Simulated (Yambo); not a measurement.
Ba₂SrWO₆ (space group R-3, No. 148): one transition space (4×4×4 mesh, 15 valence and 9 conduction bands, Tamm-Dancoff) with different kernels in Yambo, on PBEsol orbitals; field along x. BSE alone uses the static screening with 101 bands and a 3 Ry block; its scissor and those of RPA and TDDFT come from G0W0, that of the TDHF-type run from bare exchange. Axes are Cartesian, with cell vectors (Å) (3.11, 1.79, 4.97), (-3.11, 1.79, 4.97), (0.00, -3.59, 4.97).

| kernel | scissor (eV) | direct gap with it (eV) | lowest state (eV) |
|---|---|---|---|
| BSE (screened electron-hole attraction) | 1.66 | 4.49 | ? |
| TDHF-type (unscreened attraction, exchange-only scissor) | 10.40 | 13.24 | ? |

Fill in the missing entries.


- BSE (screened electron-hole attraction), lowest state (eV): 3.55 (dark)
- TDHF-type (unscreened attraction, exchange-only scissor), lowest state (eV): 7.59 (dark)

These are vertical excitations (zero momentum). Spin singlets only. Strong means a line over 3 % of the spectrum's maximum, dark under 0.03 %. Absolute energies carry the error of the G0W0 scissor, whose convergence isn't established; the long-wavelength screening was taken along (1,1,1) although the crystal is anisotropic. On a 2×2×2 mesh the BSE binding is 1.03 eV.

Spin-orbit coupling is not included.

Geometry of the Materials Project entry, not relaxed at this level; primitive cell a = b = c = 6.129 Å, α = β = γ = 60.96°.

The structure is a Materials Project entry; no match was found in the copy of COD used, and its stability was not checked.
